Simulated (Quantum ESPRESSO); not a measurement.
Al3MgO5F, input and log of a self-consistent run

A calculation, not a measurement. The program is pw.x of Quantum ESPRESSO 7.5 (plane-wave density functional theory). The cell is made up: 10 atoms on a corundum lattice, with randomly drawn elements, strain and displacements, not relaxed. PseudoDojo standard norm-conserving files (v0.5 for PBE, v0.4.1 for LDA and PBEsol) set the functional; there is no spin polarisation, spin-orbit coupling or dispersion term, and the masses in the input are unused placeholders.

Input:

```
&control calculation='scf', pseudo_dir='./dojo.nc.sr.pbe.v0_5.standard.upf', outdir='./o', disk_io='low', tprnfor=.true., tstress=.true. /
&system ibrav=0, nat=10, ntyp=4, nbnd=34, ecutwfc=105.61755193, nosym=.true., tot_charge=0,
 occupations='smearing', smearing='fd', degauss=0.0018374661
/
&electrons conv_thr=7.350e-09, electron_maxstep=60, /
ATOMIC_SPECIES
Al 1.0 Al.upf
F 1.0 F.upf
Mg 1.0 Mg.upf
O 1.0 O.upf
CELL_PARAMETERS angstrom
2.4003 1.335 4.2516
-2.4228 1.326 4.2668
-0.019 -2.7681 4.2932
ATOMIC_POSITIONS angstrom
Al 0.0209 -0.0216 4.4807
Al 0.021 0.0277 1.93
Al -0.0676 -0.0661 8.2635
Mg -0.0287 -0.114 10.9371
O -0.9282 1.3167 7.4924
O -0.7445 -1.5758 7.494
O 1.653 0.0594 7.4351
O 0.939 -1.3891 5.3144
O 0.7606 1.4189 5.2965
F -1.6757 -0.1301 5.3425
K_POINTS automatic
8 8 8 1 1 1
```

The log is shortened where brackets say so; the opening notice, blank lines, dates and the lines on written files are dropped, and the path of the files is cut. It prints rydbergs, bohrs and kilobars, and counts compression as positive stress. With no partly filled state, the Fermi energy that it prints is only some level between the filled and the empty states on the mesh, and need not lie in the true gap.

```
     Program PWSCF v.7.5
     Parallel version (MPI & OpenMP), running on       4 processor cores
     Number of MPI processes:                 4
     Threads/MPI process:                     1
     [start-up lines left out]
     bravais-lattice index     =            0
     lattice parameter (alat)  =       9.5650  a.u.
     unit-cell volume          =     569.6452 (a.u.)^3
     number of atoms/cell      =           10
     number of atomic types    =            4
     number of electrons       =        56.00
     number of Kohn-Sham states=           34
     kinetic-energy cutoff     =     105.6176  Ry
     charge density cutoff     =     422.4702  Ry
     scf convergence threshold =      7.3E-09
     mixing beta               =       0.7000
     number of iterations used =            8  plain     mixing
     Exchange-correlation= PBE
                           (   1   4   3   4   0   0   0)
     [axes and pseudopotential details left out]
   Cartesian axes
     site n.     atom                  positions (alat units)
         1        Al     tau(   1) = (   0.0041291  -0.0042674   0.8852344  )
         2        Al     tau(   2) = (   0.0041489   0.0054726   0.3813026  )
         3        Al     tau(   3) = (  -0.0133555  -0.0130591   1.6325874  )
         4        Mg     tau(   4) = (  -0.0056701  -0.0225225   2.1608001  )
         5        O      tau(   5) = (  -0.1833808   0.2601353   1.4802442  )
         6        O      tau(   6) = (  -0.1470880  -0.3113246   1.4805603  )
         7        O      tau(   7) = (   0.3265767   0.0117354   1.4689236  )
         8        O      tau(   8) = (   0.1855146  -0.2744391   1.0499452  )
         9        O      tau(   9) = (   0.1502688   0.2803265   1.0464088  )
        10        F      tau(  10) = (  -0.3310615  -0.0257033   1.0554968  )
     number of k points=   256  Fermi-Dirac smearing, width (Ry)=  0.0018
     Number of k-points >= 100: set verbosity='high' to print them.
     Dense  grid:    83565 G-vectors     FFT dimensions: (  64,  64,  64)
     Estimated max dynamical RAM per process >     463.34 MB
     Estimated total dynamical RAM >       1.75 GB
     Initial potential from superposition of free atoms
     starting charge      55.9918, renormalised to      56.0000
     Starting wfcs are   41 randomized atomic wfcs
     total cpu time spent up to now is       20.4 secs
     per-process dynamical memory:   433.4 Mb
     Self-consistent Calculation
     iteration #  1     ecut=   105.62 Ry     beta= 0.70
     Davidson diagonalization with overlap
     ethr =  1.00E-02,  avg # of iterations =  4.3
     total cpu time spent up to now is       71.8 secs
     total energy              =    -347.61038047 Ry
     estimated scf accuracy    <       2.11725898 Ry
     iteration #  2     ecut=   105.62 Ry     beta= 0.70
     Davidson diagonalization with overlap
     ethr =  3.78E-03,  avg # of iterations =  2.1
     total cpu time spent up to now is      119.4 secs
     total energy              =    -348.23660707 Ry
     estimated scf accuracy    <       1.30064671 Ry
     iteration #  3     ecut=   105.62 Ry     beta= 0.70
     Davidson diagonalization with overlap
     ethr =  2.32E-03,  avg # of iterations =  2.0
     total cpu time spent up to now is      163.6 secs
     total energy              =    -348.47044622 Ry
     estimated scf accuracy    <       0.01599012 Ry
     iteration #  4     ecut=   105.62 Ry     beta= 0.70
     Davidson diagonalization with overlap
     ethr =  2.86E-05,  avg # of iterations =  9.7
     total cpu time spent up to now is      229.6 secs
     total energy              =    -348.47720600 Ry
     estimated scf accuracy    <       0.00665653 Ry
     iteration #  5     ecut=   105.62 Ry     beta= 0.70
     Davidson diagonalization with overlap
     ethr =  1.19E-05,  avg # of iterations =  2.0
     total cpu time spent up to now is      273.5 secs
     total energy              =    -348.47788173 Ry
     estimated scf accuracy    <       0.00110344 Ry
     [iterations 6 to 7 left out]
     iteration #  8     ecut=   105.62 Ry     beta= 0.70
     Davidson diagonalization with overlap
     ethr =  2.93E-08,  avg # of iterations =  2.0
     total cpu time spent up to now is      405.7 secs
     total energy              =    -348.47794310 Ry
     estimated scf accuracy    <       0.00000539 Ry
     iteration #  9     ecut=   105.62 Ry     beta= 0.70
     Davidson diagonalization with overlap
     ethr =  9.63E-09,  avg # of iterations =  2.0
     total cpu time spent up to now is      448.6 secs
     total energy              =    -348.47794374 Ry
     estimated scf accuracy    <       0.00000025 Ry
     iteration # 10     ecut=   105.62 Ry     beta= 0.70
     Davidson diagonalization with overlap
     ethr =  4.50E-10,  avg # of iterations =  2.9
     total cpu time spent up to now is      495.1 secs
     total energy              =    -348.47794385 Ry
     estimated scf accuracy    <       0.00000002 Ry
     iteration # 11     ecut=   105.62 Ry     beta= 0.70
     Davidson diagonalization with overlap
     ethr =  3.87E-11,  avg # of iterations =  2.0
     total cpu time spent up to now is      537.8 secs
     total energy              =    -348.47794384 Ry
     estimated scf accuracy    <          8.1E-09 Ry
     iteration # 12     ecut=   105.62 Ry     beta= 0.70
     Davidson diagonalization with overlap
     ethr =  1.44E-11,  avg # of iterations =  2.0
     total cpu time spent up to now is      581.3 secs
     End of self-consistent calculation
     Number of k-points >= 100: set verbosity='high' to print the bands.
     the Fermi energy is    10.0701 ev
!    total energy              =    -348.47794385 Ry
     estimated scf accuracy    <          4.9E-10 Ry
     smearing contrib. (-TS)   =       0.00000000 Ry
     internal energy E=F+TS    =    -348.47794385 Ry
     The total energy is F=E-TS. E is the sum of the following terms:
     one-electron contribution =    -136.25395911 Ry
     hartree contribution      =     103.10902674 Ry
     xc contribution           =     -76.95590045 Ry
     ewald contribution        =    -238.37711103 Ry
     convergence has been achieved in  12 iterations
     Forces acting on atoms (cartesian axes, Ry/au):
     atom    1 type  1   force =     0.05674270   -0.01288004   -0.04692995
     atom    2 type  1   force =    -0.04548408    0.04998366    0.02845161
     atom    3 type  1   force =     0.01650601   -0.06244099   -0.04373180
     atom    4 type  3   force =     0.00165620   -0.01950341    0.01312192
     atom    5 type  4   force =    -0.05057230   -0.08525522    0.01240674
     atom    6 type  4   force =     0.05508295    0.02134930    0.02901119
     atom    7 type  4   force =    -0.03992626    0.08959127    0.06241955
     atom    8 type  4   force =    -0.03860334   -0.01212052   -0.01691684
     atom    9 type  4   force =     0.01684434    0.00617113   -0.02208503
     atom   10 type  2   force =     0.02775378    0.02510483   -0.01574739
     Total force =     0.223190     Total SCF correction =     0.000018
     Computing stress (Cartesian axis) and pressure
          total   stress  (Ry/bohr**3)                   (kbar)     P=      198.94
   0.00093919  -0.00007790  -0.00006371          138.16      -11.46       -9.37
  -0.00007790   0.00158840   0.00038811          -11.46      233.66       57.09
  -0.00006371   0.00038811   0.00152942           -9.37       57.09      224.99
     init_run     :     19.36s CPU     20.07s WALL (       1 calls)
     electrons    :    558.48s CPU    560.97s WALL (       1 calls)
     forces       :      5.93s CPU      5.95s WALL (       1 calls)
     stress       :     22.02s CPU     22.03s WALL (       1 calls)
     [timing details left out]
     PWSCF        :  10m 6.31s CPU  10m 9.79s WALL
     JOB DONE.
```

In other units: free energy -4741.284 eV for the cell, pressure 19.89 GPa, largest force component 2.303 eV/Å. This run is the check on a run of the same cell at a cutoff of 1143 eV and k mesh 6 x 6 x 6: rerunning at a cutoff of 1437 eV and k mesh 8 x 8 x 8 moved values by no more than 0.004 eV in energy, 0.03 GPa in stress and 0.003 eV/Å in force.